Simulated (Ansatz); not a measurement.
BN:
Space group F-43m (No. 216); a = b = c = 3.6097 Å, α = β = γ = 90.00°

| atom | site | symmetry | x | y | z |
|---|---|---|---|---|---|
| N | 4c | -43m | 0.2500 | 0.2500 | 0.2500 |
| B | 4a | -43m | 0.0000 | 0.0000 | 0.0000 |
(The calculation used a cell of 2 atoms; values per cell refer to that cell.)

Relaxed with r²SCAN.

Q: Give the optical modes at the zone centre with their infrared and Raman activity from DFPT, the program Ansatz at the r²SCAN level (PAW).

A: Transverse frequencies, without the LO–TO term; a row sums one degenerate level.

```csv
ω (cm⁻¹),degeneracy,IR ((D/Å)²/amu),Raman (Å⁴/amu),activity,symmetry
1044,3,44.59,21,IR+Raman,T2
```

Q: How high does the top mode go among those that the LO–TO term moves?

A: 1302 cm⁻¹ for q along x.

The r²SCAN relaxation kept the symmetry of its start; phonons on a q-mesh show no instability.

Potentials: the later of the program's two PAW sets.
